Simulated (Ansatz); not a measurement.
AlAs:
```xyz
2
Lattice="0.0000 2.8640 2.8640 2.8640 0.0000 2.8640 2.8640 2.8640 0.0000" Properties=species:S:1:pos:R:3 pbc="T T T"
Al     0.0000     0.0000     0.0000
As     1.4320     1.4320     1.4320
```

This is the PBE-relaxed structure.

All from plane-wave PAW PBE (Ansatz code), unless another level is named. Give the smallest direct gap on the standard path.

1.78 eV.

And the band gap?

1.50 eV (indirect).

Give the formation energy from the elements (no fitted shifts).

-487 meV/atom.

Predict the valence-band maximum.

at Γ.

And the conduction-band minimum?

at X (3 equivalent valleys).

Space group F-43m (zinc blende). Symmetry was held in the PBE relaxation. The references are the lowest solids computed at this level, not always the standard phases. Spin–orbit coupling is left out wherever it is not named.

Potentials: the earlier of the program's two PAW sets.
